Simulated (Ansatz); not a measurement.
Data sheet: Al₂O₃ (DFT)

Al$_{2}$O$_{3}$:
```
Al2O3
1.0
    2.40032     1.38583     4.46808
   -2.40032     1.38583     4.46808
    0.00000    -2.77165     4.46808
Al O
4 6
Direct
  0.00000   0.00000   0.00000
  0.50000   0.50000   0.50000
  0.30689   0.30689   0.30689
  0.69311   0.69311   0.69311
  0.27946   0.89228   0.60378
  0.72054   0.10772   0.39622
  0.89228   0.60378   0.27946
  0.10772   0.39622   0.72054
  0.60378   0.27946   0.89228
  0.39622   0.72054   0.10772
```

Space group R-3 (No. 148); conventional cell a = b = 4.801 Å, c = 13.404 Å, α = β = 90.00°, γ = 120.00°.

Method: the program Ansatz at the r²SCAN level (PAW). Structure relaxed to zero pressure with the same functional. Other levels are named where they apply.

### Cell and energy

```yaml
volume_per_atom: 8.92 Å³
density: 3.80 g/cm³
Formation energy from the elements (no fitted shifts): -3.20 eV/atom
```

### Electronic structure

```yaml
band_gap: 6.89 eV (indirect)
valence_band_maximum: off the standard path, at k = (-0.115, 0.047, 0.068) in fractions of the reciprocal vectors
conduction_band_minimum: at Γ
smallest_direct_gap_on_the_standard_path: 6.92 eV
electron_effective_mass: 0.39, 0.39, 0.42 mₑ (principal values)
hole_effective_mass: 0.72, 2.5, 8.8 mₑ (principal values)
HSE06 gap on the r²SCAN cell: 7.89 eV
```

### Mechanics

```yaml
Bulk modulus (Birch–Murnaghan fit): 206 GPa
Pressure derivative B′: 4.1
Elastic constants (relaxed ions, GPa): C11 = 491, C12 = 134, C13 = 76.4, C14 = 7.7, C33 = 368, C44 = 101, C15 = -7.5
mechanical_stability: stable (all eigenvalues of C positive)
hill_bulk_and_shear_moduli: 210 and 141 GPa
Young's modulus: 346 GPa
Poisson's ratio: 0.23
debye_temperature_from_the_elastic_constants: 969 K
```

### Dielectric response

```yaml
Electronic dielectric constant ε∞ (DFPT): 3.01 (xx = yy), 2.88 (zz)
Static dielectric constant ε0 (ions relaxed, cell fixed): 9.16 (xx = yy), 8.71 (zz)
Born charges (a third of the trace): Al +2.78 to +3.07, O -1.92 e
```

### Phonons

```yaml
Highest zone-centre frequency (without LO–TO term): 751 cm^-1
zone_centre_stability: no imaginary mode at Γ
```

### Charges

```yaml
bader_charges: Al +2.58 to +2.60, O -1.73 e
```

The first step of the workflow began from a Materials Project structure, measured or hypothetical; the Crystallography Open Database copy checked does not list it. It is not the phase usual at ambient conditions (space group No. 167). Symmetry was held in the r²SCAN relaxation. The references are the lowest solids computed at this level, not always the standard phases (solids in place of the gases).

Potentials: the earlier of the program's two PAW sets.
